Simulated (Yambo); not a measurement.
Absorption of RbCl (rock salt, space group Fm-3m, No. 225) under isotropic strain of +2 % on all lattice vectors with and without the electron-hole interaction (Yambo, PBEsol bands; 6×6×6 mesh, 3 valence and 7 conduction bands, static screening with 32 bands and a 4 Ry block, scissor 3.05 eV, Tamm-Dancoff; field along x).

```csv
E (eV),"Im ε, BSE","Im ε, independent quasiparticles"
5.75,0.17,0.02
5.85,0.20,0.02
5.95,0.24,0.03
6.05,0.31,0.03
6.15,0.40,0.03
6.25,0.55,0.03
6.35,0.81,0.03
6.45,1.30,0.03
6.55,2.34,0.03
6.65,4.32,0.04
6.75,5.06,0.04
6.85,3.12,0.04
6.95,1.82,0.05
7.05,1.31,0.05
7.15,1.28,0.06
7.25,1.65,0.06
7.35,1.84,0.07
7.45,1.32,0.09
7.55,1.00,0.11
7.65,0.97,0.15
7.75,1.19,0.22
7.85,1.82,0.22
7.95,3.18,0.20
8.05,4.18,0.21
8.15,3.10,0.26
8.25,2.35,0.38
8.35,1.77,0.63
8.45,1.19,1.01
8.55,0.96,1.07
8.65,0.99,0.78
8.75,1.18,0.55
8.85,1.30,0.47
8.95,1.33,0.47
9.05,1.23,0.56
9.15,1.37,0.81
9.25,1.63,1.08
9.35,1.56,1.16
9.45,1.49,1.35
9.55,1.50,1.89
9.65,1.40,2.16
9.75,1.40,2.02
9.85,1.47,1.89
9.95,1.57,1.77
10.05,1.67,1.62
10.15,1.55,1.80
10.25,1.50,2.25
10.35,1.80,2.63
10.45,2.53,2.99
10.55,4.05,2.98
10.65,5.51,2.85
10.75,4.60,2.73
10.85,2.81,2.90
10.95,2.08,2.97
11.05,1.84,2.48
11.15,1.83,1.89
11.25,2.00,1.58
11.35,1.89,1.51
11.45,1.76,1.30
11.55,1.64,1.22
11.65,1.60,1.42
11.75,1.33,1.51
11.85,1.22,1.33
11.95,1.02,1.20
12.05,0.94,1.20
12.15,0.82,1.36
12.25,0.79,1.65
12.35,0.76,2.24
12.45,0.79,3.06
12.55,0.92,4.10
12.65,0.96,4.52
```

The scissor comes from a G0W0 run whose convergence isn't established. Broadening 0.15 eV. The band window holds all transitions up to 15.1 eV. Fine structure above the onset can come from the mesh.

Geometry strained from the cell relaxed with PBEsol, atoms relaxed again; primitive cell a = 4.718 Å, b = 4.718 Å, c = 4.718 Å, α = 60.00°, β = 60.00°, γ = 60.00°.
